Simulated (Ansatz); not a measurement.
Rb$_{2}$Te:
```yaml
crystal:
  lattice:
    - [0.00000, 4.21617, 4.21617]
    - [4.21617, 0.00000, 4.21617]
    - [4.21617, 4.21617, 0.00000]
  atoms:
    - { symbol: Rb, position: [0.25000, 0.25000, 0.25000] }
    - { symbol: Rb, position: [0.75000, 0.75000, 0.75000] }
    - { symbol: Te, position: [0.00000, 0.00000, 0.00000] }
```

DFT-PBEsol in the program Ansatz with PAW potentials gives a gap of 1.90 eV without spin–orbit coupling, maximum at X, minimum at Γ.

What happens when spin–orbit coupling is switched on?

The gap drops by 0.19 eV, to 1.71 eV; maximum at X, minimum at Γ.

Give the electron effective mass with spin–orbit coupling.

0.29 mₑ (isotropic).

Give the hole effective mass with spin–orbit coupling.

1.7, 1.7, 3.9 mₑ (principal values).

Space group Fm-3m (anti-fluorite). The workflow started from a Materials Project entry (that database holds measured and hypothetical structures alike); the Crystallography Open Database copy checked does not list it. Whether it is the stable phase at ambient conditions was not checked. The cell was relaxed with PBEsol under the symmetry of its start; its stability against distortions is not shown here.

Potentials: the later of the program's two PAW sets.
